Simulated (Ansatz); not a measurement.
The relaxed structure here is a generated cell of Ge: the first start was made by placing the elements on the sites of a structure type, and the end was not matched to a known phase here, so it may be hypothetical. Known forms of Ge include space group No. 227.

One starting cell of Ge (a generated cell, Ge built in the AFLOW prototype A_tI2_139_a (A6, as in In)) was relaxed twice with Ansatz (plane waves, PAW, scalar-relativistic): with r2SCAN at 500 eV and with PBE at 420 eV. The r2SCAN result:

Ge is taken in the tetragonal space group I4/mmm (No. 139), Pearson symbol tI2. Cell: a = b = 3.204 Å, c = 3.661 Å, α = β = γ = 90.00°. Ge on 2a has 8 Ge at 2.913 Å and 4 Ge at 3.204 Å. (Neighbours: up to the widest gap in distance over summed covalent radii, below 1.35, at either atom.)
(The calculation used a cell of 1 atom; values per cell refer to that cell.)

```json
[
 {"quantity": "space group", "r2SCAN": "I4/mmm", "PBE": "I4/mmm"},
 {"quantity": "volume (Å³/atom)", "r2SCAN": "18.80", "PBE": "?"},
 {"quantity": "a (Å)", "r2SCAN": "3.204", "PBE": "?"},
 {"quantity": "c (Å)", "r2SCAN": "3.661", "PBE": "?"},
 {"quantity": "gap (eV, no spin-orbit coupling)", "r2SCAN": "0.00", "PBE": "?"}
]
```

Problem. What does PBE give for the same quantities?

Solution. 
- volume (Å³/atom), PBE: 19.36
- a (Å), PBE: 3.228
- c (Å), PBE: 3.715
- gap (eV, no spin-orbit coupling), PBE: 0.00

Both levels end in the same structure; PBE's volume is 3.0 % larger. Neither column is exact.

No spin polarisation in the result.

The run could not lose the symmetry of its start, so the end can be a saddle point.

Ansatz is a first-principles code.
